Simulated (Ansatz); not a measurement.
A geometry of Al$_{3}$Ru$_{2}$ away from equilibrium: the start of the relaxation of a relaxed Al3Ru2 cell with one Al and one Ru atom exchanged in a cell of 5 atoms. The numbers are results of PBEsol (plane waves to 420 eV, PAW, scalar-relativistic; Ansatz, a program for electronic structure), not measurements. Γ-centred k-mesh 15×15×15 on the run's cell (coarser than for final values), Fermi–Dirac smearing 0.05 eV.

```xyz
5
Lattice="-1.5366 1.5366 7.1265 1.5366 -1.5366 7.1265 1.5366 1.5366 -7.1265" Properties=species:S:1:pos:R:3 pbc="T T T"
Al     0.0000     0.0000     0.0000
Ru     0.0000     0.0000    11.4915
Al     0.0000     0.0000     2.7616
Al     0.0000     0.0000     8.6323
Ru     0.0000     0.0000     5.6207
```

Question: Which atoms carry the largest force, and which way does it point?

Answer: 3.61 eV/Å, on Ru2 (atoms numbered as listed); on Ru2 its components are (0.00, 0.00, -3.61).

Question: What is the pressure?

Answer: +13.6 GPa, compression positive.

Question: How much energy per atom can still be gained by relaxing?

Answer: 0.32 eV/atom; the path ends in I4/mmm (No. 139).

No spin polarisation in the result.

The run could not lose the symmetry of its start.

Of the parent cell (I4/mmm (No. 139)): The relaxation started from an entry of Materials Project.

The runs began from a structure in Materials Project; this end point is another cell, not compared with measured phases.
